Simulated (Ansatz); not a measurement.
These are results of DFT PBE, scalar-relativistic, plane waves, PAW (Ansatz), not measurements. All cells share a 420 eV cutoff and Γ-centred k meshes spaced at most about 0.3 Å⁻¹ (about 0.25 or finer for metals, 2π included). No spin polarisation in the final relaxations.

Temperature and zero-point effects are left out.

Compare these two cells of ScSiS₃, each relaxed at this level.

A.

Space group P4mm (No. 99). a = 4.349 Å, b = 4.349 Å, c = 5.615 Å, α = 90.00°, β = 90.00°, γ = 90.00°
| atom | site | symmetry | x | y | z |
| --- | --- | --- | --- | --- | --- |
| Sc | 1b | 4mm | 0.5000 | 0.5000 | 0.1575 |
| Si | 1a | 4mm | 0.0000 | 0.0000 | 0.5457 |
| S | 2c | 2mm. | 0.0000 | 0.5000 | 0.4047 |
| S | 1a | 4mm | 0.0000 | 0.0000 | 0.9258 |

B.

Space group Pm-3m (No. 221). a = 4.522 Å, b = 4.522 Å, c = 4.522 Å, α = 90.00°, β = 90.00°, γ = 90.00°
| atom | site | symmetry | x | y | z |
| --- | --- | --- | --- | --- | --- |
| Sc | 1a | m-3m | 0.0000 | 0.0000 | 0.0000 |
| Si | 1b | m-3m | 0.5000 | 0.5000 | 0.5000 |
| S | 3c | 4/mm.m | 0.0000 | 0.5000 | 0.5000 |

Question: Which form is favoured at zero pressure, and by what margin per atom?

Answer: A is lower, by 0.39 eV/atom. A has space group P4mm (No. 99), 21.2 Å³/atom and no gap on its mesh; B has the cubic perovskite type, space group Pm-3m (No. 221), 18.5 Å³/atom and no gap. Counting S atoms around Sc and Si (those within 1.25 times the shortest such distance or 1.15 times the sum of covalent radii), A has Sc 4, Si 5 and B has Sc 12, Si 6. The lower one is the more open, so pressure narrows the difference. In A, Sc is surrounded by 4 S at 2.58 Å; Si has 1 S at 2.13 Å and 4 S at 2.31 Å; around S on a site of symmetry 2mm lie 2 Si at 2.31 Å and 2 Sc at 2.58 Å; 1 more site not described. In B, Sc is surrounded by 12 S at 3.20 Å; Si is surrounded by 6 S at 2.26 Å; S is surrounded by 2 Si at 2.26 Å, 4 Sc at 3.20 Å and 8 S at 3.20 Å. Both come from invented guesses.

In P4mm, Pm-3m an odd number of electrons in the primitive cell allows no gap without spin; a larger cell or a magnetic state could open one. Cells relaxed within their symmetry can be saddle points.
